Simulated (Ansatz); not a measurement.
Level of theory: DFT, PBEsol, scalar-relativistic, no spin polarisation; plane waves to 420 eV with PAW datasets (Ansatz 0.2.0), 10×10×10 k-mesh, Gaussian smearing of 0.05 eV. The datasets are Ansatz's generated set soft_2.

The calculation on XSb, where X is one element, gave:

```
Space group                                           : Fm-3m (No. 225)
Conventional cell                                     : a = 5.473 Å, b = 5.473 Å, c = 5.473 Å, α = 90.00°, β = 90.00°, γ = 90.00°
Volume                                                : 20.49 Å³/atom
Band gap                                              : zero (metallic)
Density of states at the Fermi level                  : 0.48 states/(eV·atom)
Formation energy from the elements (0 K, uncorrected) : -0.27 eV/atom
Bulk modulus (Birch–Murnaghan)                        : 140 GPa
Pressure derivative B0′                               : 5.2
```

Sites: X on 4b, Sb on 4a.

Q: Which element is X?
A. Ir
B. Hg
C. Pt
D. Au

A: C. X is Pt, so the compound is PtSb.

This is a trial structure; measured cells of the compound in the Crystallography Open Database are in space group P63/mmc.

These numbers lack spin–orbit coupling. The cell is a metal with an odd number of electrons, and spin polarisation wasn't tried.
